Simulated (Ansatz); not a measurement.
# InAg3: zone-centre modes under pressure

InAg3, Pm-3m, a = 4.087 Å. The structure is a COD entry; whether it is the stable form wasn't checked. Ansatz: LDA, PAW, 420 eV, Γ-centred 10×10×10 mesh on 4 atoms, Fermi-Dirac smearing 0.15 eV; no spin polarisation. Cell and atoms are relaxed at each pressure with the symmetry kept; optical modes at Γ by linear response, in cm⁻¹, matched by rank (the highest 3 distinct ones).

| P (GPa) | V (Å³/atom) | ω1 | ω2 | ω3 |
| --- | --- | --- | --- | --- |
| 0 | 17.065 | 101.1 | 106.8 | 165.9 |
| 2 | 16.796 | 105.9 | 111.5 | 173.2 |
| 6 | 16.331 | ? | ? | ? |

Get each mode's Grüneisen parameter γ = −d ln ω/d ln V from the other rows and predict the missing frequencies.

ln(V/V0) = 0.0000, -0.0159, -0.0440; a line through ln(ω/ω0) of the 2 known rows gives ω1: γ = 2.917, predicted 114.9, computed 114.5; ω2: γ = 2.709, predicted 120.3, computed 120.0; ω3: γ = 2.708, predicted 186.9, computed 186.4. The worst miss is 0.4 %, or 3 % of the shift under pressure, so a constant γ serves at that level. In a metal these frequencies hang on the mesh and smearing.